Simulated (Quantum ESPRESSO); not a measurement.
# Kohn-Sham bands of Ag (fcc (Cu type))

```
Ag
1.0
    0.00000     2.05218     2.05218
    2.05218     0.00000     2.05218
    2.05218     2.05218     0.00000
Ag
1
Cartesian
  0.00000   0.00000   0.00000
```

Cell from Materials Project (mp-124), symmetrised, no further relaxation. This is the element's usual structure. Method: PBEsol plane waves in Quantum ESPRESSO 7.5 (PseudoDojo norm-conserving files, 66 Ry, spinors with spin-orbit coupling), Bloch states on a 10×10×10 mesh through Γ, Wannier90 4.0.1. Density: 18×18×18 mesh, cold smearing 0.01 Ry.

Problem. List the Kohn-Sham levels between −8 and 3.0 eV relative to the Fermi level at the high-symmetry points, as a band run of pw.x on that density gives them (levels within 2 meV counted together).

Solution. 
```json
[
 {"point": "Γ", "k (reciprocal lattice)": "0.000 0.000 0.000", "levels (eV)": "-7.69 (×2), -4.83 (×4), -4.44 (×2), -3.56 (×4)"},
 {"point": "X", "k (reciprocal lattice)": "0.500 0.000 0.500", "levels (eV)": "-6.29 (×2), -6.16 (×2), -2.93 (×2), -2.76 (×2), -2.43 (×2), 1.58 (×2)"},
 {"point": "U", "k (reciprocal lattice)": "0.625 0.250 0.625", "levels (eV)": "-5.87 (×2), -5.47 (×2), -3.96 (×2), -3.41 (×2), -2.86 (×2)"},
 {"point": "K", "k (reciprocal lattice)": "0.375 0.375 0.750", "levels (eV)": "-5.87 (×2), -5.47 (×2), -3.96 (×2), -3.41 (×2), -2.86 (×2)"},
 {"point": "L", "k (reciprocal lattice)": "0.500 0.500 0.500", "levels (eV)": "-6.27 (×2), -4.90 (×2), -4.48 (×2), -2.93 (×2), -2.71 (×2), -0.39 (×2)"},
 {"point": "W", "k (reciprocal lattice)": "0.500 0.250 0.750", "levels (eV)": "-5.57 (×2), -5.06 (×2), -4.84 (×2), -3.57 (×2), -2.61 (×2)"}
]
```
